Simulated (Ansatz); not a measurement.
Polymorphs of Sb, each relaxed with PBE in the plane-wave PAW code Ansatz:

A: I4_132
a = 8.0950 Å, b = 8.0950 Å, c = 8.0950 Å, α = 90.00°, β = 90.00°, γ = 90.00°

```
atom  site  symmetry       x       y       z
----  ----  --------  ------  ------  ------
Sb      8a       .32  0.1250  0.1250  0.1250
```

B: A7 (α-As type) (R-3m)
a = b = 4.375 Å, c = 11.537 Å, α = β = 90.00°, γ = 120.00°

```
atom  site  symmetry       x       y       z
----  ----  --------  ------  ------  ------
Sb      6c        3m  0.0000  0.0000  0.2673
```

C: diamond (Fd-3m)
a = 6.993 Å, b = 6.993 Å, c = 6.993 Å, α = 90.00°, β = 90.00°, γ = 90.00°

```json
[
 {"atom": "Sb", "site": "8b", "symmetry": "-43m", "x": "0.5000", "y": "0.5000", "z": "0.5000"}
]
```

Task: Rank these by energy per atom at 0 K (lowest first), as PBE gives it.

Result: B (+0 meV/atom), C (+312 meV/atom), A (+691 meV/atom)

Typed or built starts, not in the databases checked: A; C. Not the usual ambient phase: A; C. All cells were relaxed under the symmetry of their starts (and spin orders); stability against distortions was not tested throughout. Spin–orbit coupling is left out wherever it is not named.

Energies hold the estimated change up to a 700 eV cutoff; steps of a few meV lie near the error of the meshes.

Potentials: the earlier of the program's two PAW sets.
